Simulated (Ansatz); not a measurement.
HfSO:
```xyz
12
Lattice="5.6453 0.0000 0.0000 0.0000 5.6453 0.0000 0.0000 0.0000 5.6453" Properties=species:S:1:pos:R:3 pbc="T T T"
Hf     3.8391     4.6289     1.0164
Hf     4.6289     1.0164     3.8391
Hf     1.0164     3.8391     4.6289
Hf     1.8063     1.8063     1.8063
S      5.1798     2.3571     0.4656
S      3.2883     3.2883     3.2883
S      2.3571     0.4656     5.1798
S      0.4656     5.1798     2.3571
O      2.2905     3.3549     0.5322
O      0.5322     2.2905     3.3549
O      5.1132     5.1132     5.1132
O      3.3549     0.5322     2.2905
```

DFT-PBEsol in the program Ansatz with PAW potentials gives a gap of 2.75 eV without spin–orbit coupling, maximum at Γ, minimum on the Γ–R line, 79 % of the way from Γ.

### Question
What happens when spin–orbit coupling is switched on?

### Answer
The gap falls by 0.11 eV, to 2.64 eV; maximum at Γ, minimum on the Γ–R line, 79 % of the way from Γ.

### Question
How large is the spin–orbit splitting of the valence top at Γ?

### Answer
The fourfold level lies 0.21 eV above the split-off pair.

Space group P2_13. The first step of the workflow began from a Materials Project structure, measured or hypothetical; the Crystallography Open Database copy checked does not list it. Its standing as an ambient phase is unchecked. Symmetry was held in the PBEsol relaxation; whether a distortion lowers the energy is not shown. No spin polarisation was allowed.

Potentials: the later of the program's two PAW sets.
